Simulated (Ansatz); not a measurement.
Input and output for Y (fcc type): DFT, LDA, norm-conserving pseudopotentials, Ansatz's default files, scalar-relativistic (Ansatz 0.2.0). This run: the series' base cell.

The cell comes from a relaxation on PAW files under the same functional, begun from a prototype that needn't be the stable phase.

Command: `ansatz run input.yaml --threads 1 --pin off --max-ram 2048MiB --backend cpu --events-out ev --progress --plain --runs-dir out` It took 3.8 s on 1 thread of Arm Neoverse V1, on a shared host, peak memory 0.3 GiB.

```yaml
crystal:
  lattice:
    - [0.0, 2.4523666429, 2.4523666429]
    - [2.4523666429, 0.0, 2.4523666429]
    - [2.4523666429, 2.4523666429, 0.0]
  atoms:
    - { symbol: "Y", position: [0.0, 0.0, 0.0] }
kpoints:
  mp_grid: { grid: [13, 13, 13] }
scf:
  occupations: { method: fermi_dirac, width: 0.08 }
hamiltonian:
  xc: lda
  pseudopotentials: { kind: nc }
output:
  forces: true
  stress: true
  eigenvalues: true
```

Output:

```
Engine: ansatz 0.2.0
Pseudopotentials: kind: nc
Pseudopotential: Y, nc, valence charge 11, recommended cutoff 979.609905 eV (normal), Y.nc.azcp (PseudoDojo's, or run here from an input of PseudoDojo's: the run reads no file of this project's for it)
Functional definition: SPW92
  exchange = slater_x
  correlation = pw_c
Crystal: 1 atoms, lattice volume = 29.498 Å³
Basis set: ecut = 979.609905 eV, 2085 PW (Γ)
Bands: 10, of which v1, the nominal top of the filled ones, is band 6 counted from 1 (5 counted from 0)
Symmetry: 48 space group operations
Space group: Fm-3m (ITA 225), of the structure as read, at distance tolerance 3.1e-5 Å
k-points: 84 of 2197
Non-local potential: Y, projectors of the file, l = 0: 2, l = 1: 2, l = 2: 2
Initial density: superposition of atomic densities (chi_scale 0.1, normalization cell)
Initial wavefunctions: pseudopotential atomic-orbital guess
Functional: x = slater, c = lda
SCF iter   1: F=—  HF=-1111.836046 eV  |F-HF|=—  |Δ(HF+E_count)|=         —  Δρ=1.11e-2  dr2=5.31e-2  ethr=3.10e-3  ⟨swp⟩=6.0  Hψ=5889  notcnv=0
preconditioner: auto → none  [metal: Δε(μ)=0.009 eV  Ē_g=4.814 eV  σ=0.080 eV  W_gap=0.03  n_scr=8 (ndim 8)  ℏωp=11.8 eV  f_vac=0.000  D(μ)=1.34/eV (n_scr^D=14)  sad-step TF]
SCF iter   2: F=—  HF=-1111.823700 eV  |F-HF|=—  |Δ(HF+E_count)|=   1.23e-2  Δρ=6.77e-3  dr2=2.05e-2  ethr=4.82e-4  ⟨swp⟩=1.7  Hψ=1670  notcnv=0
SCF iter   3: F=—  HF=-1111.817043 eV  |F-HF|=—  |Δ(HF+E_count)|=   6.66e-3  Δρ=7.25e-4  dr2=7.41e-5  ethr=1.86e-4  ⟨swp⟩=2.5  Hψ=1593  notcnv=0
SCF iter   4: F=—  HF=-1111.817034 eV  |F-HF|=—  |Δ(HF+E_count)|=   9.10e-6  Δρ=1.01e-4  dr2=1.05e-6  ethr=6.74e-7  ⟨swp⟩=2.1  Hψ=1170  notcnv=0
SCF iter   5: F=-1111.817033 eV  HF=-1111.817033 eV  |F-HF|=7.03e-10  |Δ(HF+E_count)|=   3.63e-7  Δρ=1.16e-5  dr2=7.04e-9  ethr=9.09e-10  ⟨swp⟩=8.0  Hψ=4975  notcnv=0
SCF 1 converged in 5 iterations: F = -1111.817033 eV  dr2 = 7.04e-9
SCF converged after 5 iterations
Free energy (F): -1111.817033 eV
Harris-Foulkes:  -1111.817033 eV  (|F-HF|=7.03e-10)
Internal energy: -1111.788170 eV  (E = F + TS)
E sigma→0 (E₀):  -1111.802602 eV
Entropy (-TS):   -0.028864 eV (-28.864 meV/atom)
Fermi energy:    10.599171 eV
--- Per-component energies (eV) ---
  E_band       = -105.712787
  E_kinetic    = 315.465799
  E_local      = -679.460918  (includes V_loc(G=0)·N_el)
  E_nonlocal   = 114.895041
  E_hartree    = 167.463849
  E_xc         = -215.788903
  E_vxc        = -191.540539  (∫ρ·V_xc dr)
  E_ewald      = -814.363038
  E_smearing   = -0.028864  (= −TS)
  E_closure    = -0.000000  (closes the sum)
  Σ components = -1111.817033   (vs F -1111.817033, Δ=0.00e0)
--- Forces (eV/Å), atoms counted from 1 ---
  atom   1  Y      0.00000000    -0.00000000     0.00000000
  max |Σ_I F_I| component: 8.22e-32 eV/Å
--- Stress (GPa, compression-positive) ---
        0.020138      -0.000000       0.000000
       -0.000000       0.020138      -0.000000
        0.000000      -0.000000       0.020138
  P = ⅓ Tr σ = 0.0201 GPa (0.201 kbar)
--- Band table (eV; the first three rows and the last of 84) ---
  k-point 0: bands = ["-31.7218", "-11.3741", "-11.3741", "-11.3741", "5.7571", "12.4412", "12.4412", "12.4412", "14.6931", "14.6931"]
  k-point 1: bands = ["-31.7160", "-11.4228", "-11.3801", "-11.3801", "5.9214", "12.2602", "12.5191", "12.5191", "14.6031", "14.6031"]
  k-point 2: bands = ["-31.7000", "-11.5556", "-11.3965", "-11.3965", "6.3852", "11.8426", "12.6873", "12.6873", "14.4578", "14.4578"]
  k-point 83: bands = ["-31.5875", "-11.9250", "-11.8580", "-11.6568", "9.7433", "10.7284", "11.0240", "13.5349", "16.6501", "18.2627"]
```

Next run (volume at 0.88 of the series' base cell), as changes to the input before:

```diff
   lattice:
-    - [0.0, 2.4523666429, 2.4523666429]
-    - [2.4523666429, 0.0, 2.4523666429]
-    - [2.4523666429, 2.4523666429, 0.0]
+    - [0.0, 2.350063646, 2.350063646]
+    - [2.350063646, 0.0, 2.350063646]
+    - [2.350063646, 2.350063646, 0.0]
   atoms:
```

Command: `ansatz run input.yaml --threads 1 --pin off --max-ram 2048MiB --backend cpu --events-out ev --progress --plain --runs-dir out` It took 3.6 s on 1 thread of Arm Neoverse V1, on a shared host, peak memory 0.29 GiB.

Results part of the output:

```
SCF 1 converged in 5 iterations: F = -1111.744851 eV  dr2 = 4.77e-9
SCF converged after 5 iterations
Free energy (F): -1111.744851 eV
Harris-Foulkes:  -1111.744851 eV  (|F-HF|=2.26e-10)
Internal energy: -1111.719356 eV  (E = F + TS)
E sigma→0 (E₀):  -1111.732104 eV
Entropy (-TS):   -0.025495 eV (-25.495 meV/atom)
Fermi energy:    12.272258 eV
--- Per-component energies (eV) ---
  E_band       = -85.196080
  E_kinetic    = 318.728699
  E_local      = -631.285454  (includes V_loc(G=0)·N_el)
  E_nonlocal   = 114.885676
  E_hartree    = 152.863985
  E_xc         = -217.098363
  E_vxc        = -193.253429  (∫ρ·V_xc dr)
  E_ewald      = -849.813899
  E_smearing   = -0.025495  (= −TS)
  E_closure    = 0.000000  (closes the sum)
  Σ components = -1111.744851   (vs F -1111.744851, Δ=0.00e0)
--- Forces (eV/Å), atoms counted from 1 ---
  atom   1  Y      0.00000000    -0.00000000    -0.00000000
  max |Σ_I F_I| component: 4.77e-31 eV/Å
--- Stress (GPa, compression-positive) ---
        7.123402       0.000000       0.000000
        0.000000       7.123402       0.000000
       -0.000000      -0.000000       7.123402
  P = ⅓ Tr σ = 7.1234 GPa (71.234 kbar)
--- Band table (eV; the first three rows and the last of 84) ---
  k-point 0: bands = ["-29.7948", "-9.2752", "-9.2752", "-9.2752", "7.3408", "14.2461", "14.2461", "14.2461", "16.8696", "16.8696"]
  k-point 1: bands = ["-29.7851", "-9.3492", "-9.2839", "-9.2839", "7.5317", "14.0372", "14.3362", "14.3362", "16.7571", "16.7571"]
  k-point 2: bands = ["-29.7582", "-9.5497", "-9.3078", "-9.3078", "8.0616", "13.5725", "14.5300", "14.5300", "16.5743", "16.5743"]
  k-point 83: bands = ["-29.5673", "-10.0928", "-9.9931", "-9.6948", "11.2525", "12.4596", "12.8553", "15.5711", "19.1781", "21.1092"]
```

Next run (volume at 0.78 of the series' base cell), as changes to the input before:

```diff
   lattice:
-    - [0.0, 2.350063646, 2.350063646]
-    - [2.350063646, 0.0, 2.350063646]
-    - [2.350063646, 2.350063646, 0.0]
+    - [0.0, 2.2574437339, 2.2574437339]
+    - [2.2574437339, 0.0, 2.2574437339]
+    - [2.2574437339, 2.2574437339, 0.0]
   atoms:
```

Command: `ansatz run input.yaml --threads 1 --pin off --max-ram 2048MiB --backend cpu --events-out ev --progress --plain --runs-dir out` It took 3.5 s on 1 thread of Arm Neoverse V1, with other jobs on the host, peak memory 0.29 GiB.

Results part of the output:

```
SCF 1 converged in 5 iterations: F = -1111.532584 eV  dr2 = 2.49e-9
SCF converged after 5 iterations
Free energy (F): -1111.532584 eV
Harris-Foulkes:  -1111.532584 eV  (|F-HF|=3.71e-10)
Internal energy: -1111.507958 eV  (E = F + TS)
E sigma→0 (E₀):  -1111.520271 eV
Entropy (-TS):   -0.024626 eV (-24.626 meV/atom)
Fermi energy:    14.028945 eV
--- Per-component energies (eV) ---
  E_band       = -64.207772
  E_kinetic    = 322.248702
  E_local      = -584.663435  (includes V_loc(G=0)·N_el)
  E_nonlocal   = 114.845877
  E_hartree    = 139.193330
  E_xc         = -218.451799
  E_vxc        = -195.025544  (∫ρ·V_xc dr)
  E_ewald      = -884.680632
  E_smearing   = -0.024626  (= −TS)
  E_closure    = 0.000000  (closes the sum)
  Σ components = -1111.532584   (vs F -1111.532584, Δ=0.00e0)
--- Forces (eV/Å), atoms counted from 1 ---
  atom   1  Y      0.00000000    -0.00000000     0.00000000
  max |Σ_I F_I| component: 2.05e-31 eV/Å
--- Stress (GPa, compression-positive) ---
       16.619876      -0.000000       0.000000
       -0.000000      16.619876      -0.000000
       -0.000000       0.000000      16.619876
  P = ⅓ Tr σ = 16.6199 GPa (166.199 kbar)
--- Band table (eV; the first three rows and the last of 84) ---
  k-point 0: bands = ["-27.8739", "-7.1066", "-7.1066", "-7.1066", "9.1064", "16.1117", "16.1117", "16.1117", "19.1277", "19.1277"]
  k-point 1: bands = ["-27.8585", "-7.2142", "-7.1187", "-7.1187", "9.3281", "15.8752", "16.2150", "16.2150", "18.9896", "18.9896"]
  k-point 2: bands = ["-27.8157", "-7.5036", "-7.1522", "-7.1522", "9.9297", "15.3705", "16.4363", "16.4363", "18.7645", "18.7645"]
  k-point 83: bands = ["-27.5088", "-8.2689", "-8.1275", "-7.7052", "12.8422", "14.2919", "14.8049", "17.6885", "21.8175", "24.0996"]
```

Next run (volume at 0.68 of the series' base cell), as changes to the input before:

```diff
   lattice:
-    - [0.0, 2.2574437339, 2.2574437339]
-    - [2.2574437339, 0.0, 2.2574437339]
-    - [2.2574437339, 2.2574437339, 0.0]
+    - [0.0, 2.1565276845, 2.1565276845]
+    - [2.1565276845, 0.0, 2.1565276845]
+    - [2.1565276845, 2.1565276845, 0.0]
   atoms:
```

Results part of the output:

```
SCF 1 converged in 6 iterations: F = -1111.101542 eV  dr2 = 2.63e-11
SCF converged after 6 iterations
Free energy (F): -1111.101542 eV
Harris-Foulkes:  -1111.101542 eV  (|F-HF|=2.05e-12)
Internal energy: -1111.076753 eV  (E = F + TS)
E sigma→0 (E₀):  -1111.089148 eV
Entropy (-TS):   -0.024789 eV (-24.789 meV/atom)
Fermi energy:    16.280661 eV
--- Per-component energies (eV) ---
  E_band       = -38.253597
  E_kinetic    = 326.826869
  E_local      = -530.248954  (includes V_loc(G=0)·N_el)
  E_nonlocal   = 114.724110
  E_hartree    = 123.844155
  E_xc         = -220.143123
  E_vxc        = -197.243929  (∫ρ·V_xc dr)
  E_ewald      = -926.079811
  E_smearing   = -0.024789  (= −TS)
  E_closure    = 0.000000  (closes the sum)
  Σ components = -1111.101542   (vs F -1111.101542, Δ=0.00e0)
--- Forces (eV/Å), atoms counted from 1 ---
  atom   1  Y      0.00000000     0.00000000     0.00000000
  max |Σ_I F_I| component: 4.27e-31 eV/Å
--- Stress (GPa, compression-positive) ---
       31.279878      -0.000000      -0.000000
       -0.000000      31.279878      -0.000000
        0.000000       0.000000      31.279878
  P = ⅓ Tr σ = 31.2799 GPa (312.799 kbar)
--- Band table (eV; the first three rows and the last of 84) ---
  k-point 0: bands = ["-25.5763", "-4.3872", "-4.3872", "-4.3872", "11.5020", "18.4478", "18.4478", "18.4478", "21.9651", "21.9651"]
  k-point 1: bands = ["-25.5513", "-4.5480", "-4.4047", "-4.4047", "11.7662", "18.1785", "18.5684", "18.5684", "21.7915", "21.7915"]
  k-point 2: bands = ["-25.4812", "-4.9759", "-4.4528", "-4.4528", "12.4583", "17.6394", "18.8256", "18.8256", "21.5086", "21.5086"]
  k-point 83: bands = ["-24.9697", "-6.0805", "-5.8765", "-5.2672", "14.8754", "16.6408", "17.3159", "20.3569", "25.1563", "27.9068"]
```

Next run (volume at 0.43 of the series' base cell), as changes to the input before:

```diff
   lattice:
-    - [0.0, 2.1565276845, 2.1565276845]
-    - [2.1565276845, 0.0, 2.1565276845]
-    - [2.1565276845, 2.1565276845, 0.0]
+    - [0.0, 1.8510076718, 1.8510076718]
+    - [1.8510076718, 0.0, 1.8510076718]
+    - [1.8510076718, 1.8510076718, 0.0]
   atoms:
```

Command: `ansatz run input.yaml --threads 1 --pin off --max-ram 2048MiB --backend cpu --events-out ev --progress --plain --runs-dir out` It took 2.2 s on 1 thread of Arm Neoverse V1, on a shared host, peak memory 0.24 GiB.

Results part of the output:

```
SCF 1 converged in 6 iterations: F = -1107.827961 eV  dr2 = 3.52e-11
SCF converged after 6 iterations
Free energy (F): -1107.827961 eV
Harris-Foulkes:  -1107.827961 eV  (|F-HF|=4.55e-13)
Internal energy: -1107.810252 eV  (E = F + TS)
E sigma→0 (E₀):  -1107.819106 eV
Entropy (-TS):   -0.017709 eV (-17.709 meV/atom)
Fermi energy:    26.203526 eV
--- Per-component energies (eV) ---
  E_band       = 67.592837
  E_kinetic    = 348.530167
  E_local      = -339.697989  (includes V_loc(G=0)·N_el)
  E_nonlocal   = 113.868200
  E_hartree    = 75.831721
  E_xc         = -227.407466
  E_vxc        = -206.770996  (∫ρ·V_xc dr)
  E_ewald      = -1078.934885
  E_smearing   = -0.017709  (= −TS)
  E_closure    = 0.000000  (closes the sum)
  Σ components = -1107.827961   (vs F -1107.827961, Δ=0.00e0)
--- Forces (eV/Å), atoms counted from 1 ---
  atom   1  Y      0.00000000    -0.00000000     0.00000000
  max |Σ_I F_I| component: 4.86e-30 eV/Å
--- Stress (GPa, compression-positive) ---
      143.467385      -0.000000       0.000000
        0.000000     143.467385       0.000000
       -0.000000      -0.000000     143.467385
  P = ⅓ Tr σ = 143.4674 GPa (1434.674 kbar)
--- Band table (eV; the first three rows and the last of 84) ---
  k-point 0: bands = ["-17.1855", "7.2630", "7.2630", "7.2630", "23.7355", "28.2874", "28.2874", "28.2874", "34.0148", "34.0148"]
  k-point 1: bands = ["-17.0925", "6.7645", "7.2092", "7.2092", "24.1883", "27.9231", "28.4926", "28.4926", "33.6482", "33.6482"]
  k-point 2: bands = ["-16.8253", "5.4924", "7.0641", "7.0641", "24.8726", "27.7415", "28.9235", "28.9235", "33.0657", "33.0657"]
  k-point 83: bands = ["-14.5546", "2.2283", "2.7784", "4.4382", "23.9828", "27.0177", "28.4475", "31.7932", "39.5711", "44.4629"]
```

The norm-conserving files are those that the library serves for this functional. The structure type is held throughout; the real material can change phase at far lower pressure.
